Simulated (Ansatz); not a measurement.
Cells of Sn relaxed with r2SCAN (plane waves to 500 eV, PAW, scalar-relativistic; Ansatz, a program for electronic structure), each with a space-group label. One label is wrong.

**A**, labelled I4₁/amd (No. 141)
```yaml
crystal:
  lattice:
    - [5.04370, 0.00000, 0.00000]
    - [-2.52185, 4.36797, 0.00000]
    - [0.00000, 0.00000, 6.05865]
  atoms:
    - { symbol: Sn, position: [0.00000, 0.00000, 0.75000] }
    - { symbol: Sn, position: [0.00000, 0.00000, 0.25000] }
    - { symbol: Sn, position: [0.33333, 0.66667, 0.75000] }
    - { symbol: Sn, position: [0.66667, 0.33333, 0.25000] }
```

**B**, labelled Fd-3m (No. 227)
```yaml
crystal:
  lattice:
    - [0.00000, 3.28338, 3.28338]
    - [3.28338, 0.00000, 3.28338]
    - [3.28338, 3.28338, 0.00000]
  atoms:
    - { symbol: Sn, position: [0.75000, 0.75000, 0.75000] }
    - { symbol: Sn, position: [0.50000, 0.50000, 0.50000] }
```

**C**, labelled P6/mmm (No. 191)
```xyz
2
Lattice="5.0743 0.0000 0.0000 -2.5371 4.3944 0.0000 0.0000 0.0000 3.0826" Properties=species:S:1:pos:R:3 pbc="T T T"
Sn     0.0000     2.9296     1.5413
Sn     2.5371     1.4648     1.5413
```

**D**, labelled Pm-3n (No. 223)
```yaml
crystal:
  lattice:
    - [6.06614, 0.00000, 0.00000]
    - [0.00000, 6.06614, 0.00000]
    - [0.00000, 0.00000, 6.06614]
  atoms:
    - { symbol: Sn, position: [0.25000, 0.00000, 0.50000] }
    - { symbol: Sn, position: [0.75000, 0.00000, 0.50000] }
    - { symbol: Sn, position: [0.00000, 0.50000, 0.25000] }
    - { symbol: Sn, position: [0.00000, 0.50000, 0.75000] }
    - { symbol: Sn, position: [0.50000, 0.25000, 0.00000] }
    - { symbol: Sn, position: [0.50000, 0.75000, 0.00000] }
    - { symbol: Sn, position: [0.00000, 0.00000, 0.00000] }
    - { symbol: Sn, position: [0.50000, 0.50000, 0.50000] }
```

Problem. Which label is wrong, and what should it be (tolerance 0.01 Å)?

Solution. A: its symmetry is P6₃/mmc (No. 194), hP4; a = 5.044 Å, b = 5.044 Å, c = 6.059 Å, α = 90.00°, β = 90.00°, γ = 120.00°.

Each run could gain symmetry but not lose that of its start, so entries can be saddle points. From databases, or of a type measured for this composition: Fd-3m, cF8, diamond type; the others are generated cells (placed on structure types, drawn at random, substituted or restacked) that were not matched to a known phase here.

No spin polarisation in the result.
